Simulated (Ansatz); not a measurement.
TlCl:
```
TlCl
1.0
    3.69421     0.00000     0.00000
    0.00000     3.69421     0.00000
    0.00000     0.00000     3.69421
Tl Cl
1 1
Direct
  0.00000   0.00000   0.00000
  0.50000   0.50000   0.50000
```

Relaxed with LDA.

### Question
Give the Bader charges and basin volumes of the independent atoms, the program Ansatz at the LDA level (PAW).

### Answer


| atom | Bader charge (e) | Bader volume (Å³) |
|---|---|---|
| Tl1 | +0.65 | 25.6 |
| Cl2 | -0.65 | 24.9 |

Space group Pm-3m (CsCl type). The cell was relaxed with LDA under the symmetry of its start. Scalar-relativistic: spin–orbit coupling is off unless named, which matters more the heavier the elements.

Potentials: the later of the program's two PAW sets.
